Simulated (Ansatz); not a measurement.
## Al (Im-3m): electronic heat capacity and spin susceptibility from the density of states

Level of theory: Ansatz, DFT r2SCAN, scalar-relativistic, plane waves, PAW.

Settings: cutoff 500 eV, Γ-centred mesh 18×18×18 on the computed 1-atom cell, Gaussian smearing of 0.10 eV; no spin polarisation.

Relaxed cell: Im-3m, a = 3.189 Å, b = 3.189 Å, c = 3.189 Å, α = 90.00°, β = 90.00°, γ = 90.00°, 1 atom in the primitive cell. This bcc form isn't the element's structure at ambient conditions.

The density of states at the Fermi level is 0.386 states/eV in the cell of 1 atom (1 formula unit; both spins, tetrahedra on a 27×27×27 mesh).

Problem. What Sommerfeld coefficient and Pauli susceptibility does this give?

Solution. Per formula unit N(E_F) = 0.386 states/eV. γ = (π²/3) k_B² N(E_F) N_A = 2.357 mJ/(mol K²) per state/eV, so γ = 0.9 mJ/(mol K²), a mole of formula units. χ_P = μ_B² N(E_F) N_A = 3.23×10⁻⁵ emu/mol per state/eV gives 1.2×10⁻⁵ emu/mol. This is the bare band result: a measured γ of the same phase is as a rule larger by a factor 1 + λ from phonons and spin fluctuations, the spin part of χ is larger by the Stoner factor, and a measured χ also holds orbital and core terms. N(E_F) at one energy is sensitive to the mesh where the density of states has sharp peaks.

Cost: 1 run of about 0.28 core-minutes, on Intel Xeon Platinum 8488C (Sapphire Rapids) (shared hosts).